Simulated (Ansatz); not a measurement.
## Profile along the Li–Li line in Li (bcc, W type)

Li (bcc, W type)

```cif
data_Li
_chemical_formula_sum 'Li1'
_space_group_name_H-M_alt 'P 1'
_space_group_IT_number 1
_cell_length_a 3.01055
_cell_length_b 3.01055
_cell_length_c 3.01055
_cell_angle_alpha 109.471
_cell_angle_beta 109.471
_cell_angle_gamma 109.471
loop_
_space_group_symop_operation_xyz
  'x, y, z'
loop_
_atom_site_label
_atom_site_type_symbol
_atom_site_fract_x
_atom_site_fract_y
_atom_site_fract_z
_atom_site_occupancy
Li1 Li 0.00000 0.00000 0.00000 1
```

Fields along a shortest Li–Li line of a {211} plane (3.01 Å), from Li to Li, interpolated on the slice's grid (step about 0.3 Å). All values below come from r2SCAN (plane waves to 500 eV, PAW, scalar-relativistic; Ansatz, a first-principles code). k mesh 19×19×19. Inside the PAW spheres the values are not all-electron values, and peaks at nuclei hang on which shells count as valence. Li was relaxed with its symmetry unable to fall. The PAW data are Ansatz's earlier set.

| distance from Li (Å) | valence electron density (e/Å³) | electron localisation function |
|---|---|---|
| 0.00 | 9.89 | x |
| 0.15 | 8.27 | x |
| 0.30 | 4.65 | x |
| 0.45 | 1.59 | x |
| 0.60 | 0.30 | 0.20 |
| 0.75 | 0.07 | 0.02 |
| 0.90 | 0.05 | 0.02 |
| 1.05 | 0.05 | 0.13 |
| 1.20 | 0.05 | 0.33 |
| 1.35 | 0.05 | 0.48 |
| 1.50 | 0.05 | 0.53 |
| 1.66 | 0.05 | 0.48 |
| 1.81 | 0.05 | 0.33 |
| 1.96 | 0.05 | 0.13 |
| 2.11 | 0.05 | 0.02 |
| 2.26 | 0.07 | 0.02 |
| 2.41 | 0.30 | 0.20 |
| 2.56 | 1.59 | x |
| 2.71 | 4.65 | x |
| 2.86 | 8.27 | x |
| 3.01 | 9.89 | x |

x: too close to a nucleus for the ELF to mean much.

Density on the Li–Li line (3.01 Å) at its midpoint: 0.05 e/Å³. ELF at that point: 0.53. ELF maximum in the middle third of the Li–Li line: 0.53, 1.5 Å from Li.
